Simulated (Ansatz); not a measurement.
This cell of CuPd (CsCl type) is off equilibrium:

```xyz
4
Lattice="5.8595 0.0000 0.0000 2.9298 2.9298 0.0000 0.0000 0.0000 2.9298" Properties=species:S:1:pos:R:3 pbc="T T T"
Cu     0.0000     0.0000     0.0000
Cu     2.9298     0.0000     0.0000
Pd     7.3244     1.4649     1.6516
Pd     4.3946     1.4649     1.2782
```

Method: LDA (plane waves to 420 eV, PAW, scalar-relativistic; Ansatz, a quantum-chemistry and plane-wave program). k mesh 16×16×16 (Γ-centred), Fermi-Dirac smearing 0.05 eV. Stress and pressure are positive under compression. With partly filled bands, energies and forces of such displacements shift with the k mesh and the smearing. CuPd is run without spin polarisation. CuPd was relaxed with its symmetry unable to fall.

### Question
Predict the force on every atom, in eV/Å.

### Answer
```tsv
atom	Fx	Fy	Fz
Cu1	0.000	0.000	0.000
Cu2	0.000	0.000	0.000
Pd3	0.000	0.000	-1.384
Pd4	0.000	0.000	1.384
```

### Question
Give the stress tensor in GPa and the pressure.

### Answer
```
    4.0      0.0      0.0
    0.0      4.0      0.0
    0.0      0.0      0.1
```
The pressure, a third of the trace, is 2.7 GPa.

(A displaced cell: forces are minus the slopes of the energy, force constants its curvatures, and phonons follow from these.)
